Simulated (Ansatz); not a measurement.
Magnetic orders of Mg₃Mn

These are results of Ansatz 0.2.0, DFT PBE, scalar-relativistic, plane waves, PAW, not measurements.

```yaml
crystal:
  lattice:
    - [4.29757, 0.00000, 0.00000]
    - [0.00000, 4.29757, 0.00000]
    - [0.00000, 0.00000, 4.29757]
  atoms:
    - { symbol: Mg, position: [0.50000, 0.50000, 0.00000] }
    - { symbol: Mg, position: [0.50000, 0.00000, 0.50000] }
    - { symbol: Mg, position: [0.00000, 0.50000, 0.50000] }
    - { symbol: Mn, position: [0.00000, 0.00000, 0.00000] }
```

The plane-wave cutoff is 420 eV and the Γ-centred k-mesh is 10×10×10. The occupation rule is Gaussian smearing, 0.1 eV and the list of starting moments (μB, in atom order) is 0 0 0 4. The check for lower electronic states after the SCF is off.

Each order was relaxed in cell and atoms. A propagation vector, in units of the reciprocal vectors, doubles the cell, which takes an equally dense mesh. Site moments are spin moments in atom-centred spheres that scale with the neighbour distance. The states are those that the runs reached from these starts; a lower one can exist.

Task: Starts tried: no spin; ferromagnetic; antiferromagnetic, doubled cell, propagation vector (0, 1/2, 1/2). Which state comes out lowest, and what are the moments?

Result: The lowest state is ferromagnetic, reached from the start “ferromagnetic”, with site moments (μB) Mg -0.07 (×3), Mn +3.73.

```tsv
start	ends	energy above lowest (meV/atom)	site moments (μB)	gap on mesh (eV)	volume (Å³/atom)
no spin	non-magnetic	281	none over 0.05	metal	17.79
ferromagnetic	ferromagnetic	0.00	Mg -0.07 (×3), Mn +3.73	metal	19.77
antiferromagnetic, doubled cell, propagation vector (0, 1/2, 1/2)	antiferromagnetic	6.69	Mn +3.76, Mn -3.76	metal	19.88
```

Cost: 3 runs of about 7.2 core-minutes in all, on Arm Neoverse V2 (shared hosts).